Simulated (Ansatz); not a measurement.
Here is the system:

YAlSi:
```cif
data_Al4Si4Y4
_chemical_formula_sum 'Y4 Al4 Si4'
_space_group_name_H-M_alt 'Cmcm'
_space_group_IT_number 63
_space_group_name_Hall '-C 2c 2'
_cell_length_a 3.98891
_cell_length_b 10.33510
_cell_length_c 5.70369
_cell_angle_alpha 90.000
_cell_angle_beta 90.000
_cell_angle_gamma 90.000
loop_
_atom_site_label
_atom_site_type_symbol
_atom_site_symmetry_multiplicity
_atom_site_Wyckoff_symbol
_atom_site_fract_x
_atom_site_fract_y
_atom_site_fract_z
_atom_site_occupancy
Y1 Y 4 c 0.00000 0.69458 0.25000 1
Al1 Al 4 a 0.00000 0.00000 0.00000 1
Si1 Si 4 c 0.00000 0.40127 0.25000 1
```
(The calculation used a cell of 6 atoms; values per cell refer to that cell.)

This is the r²SCAN-relaxed structure.

### Question
All from r²SCAN in the plane-wave PAW code Ansatz, unless another level is named. Predict the electronic character.

### Answer
metallic (no gap).

### Question
And the formation energy from the elements (no fitted shifts)?

### Answer
-0.68 eV/atom.

### Question
Give the density of states at the Fermi level.

### Answer
0.28 states/eV per atom (mean over ±0.08 eV).

The workflow started from a Materials Project entry (that database holds measured and hypothetical structures alike); the Crystallography Open Database files this formula in space group No. 63, but the cells were not matched. Its standing as an ambient phase is unchecked. The r²SCAN relaxation kept the symmetry of its start; whether a distortion lowers the energy is not shown. The run is not spin-polarised. The references are the lowest solids computed at this level, not always the standard phases. Scalar-relativistic: spin–orbit coupling is off unless named, which matters more the heavier the elements.

Potentials: the earlier of the program's two PAW sets.
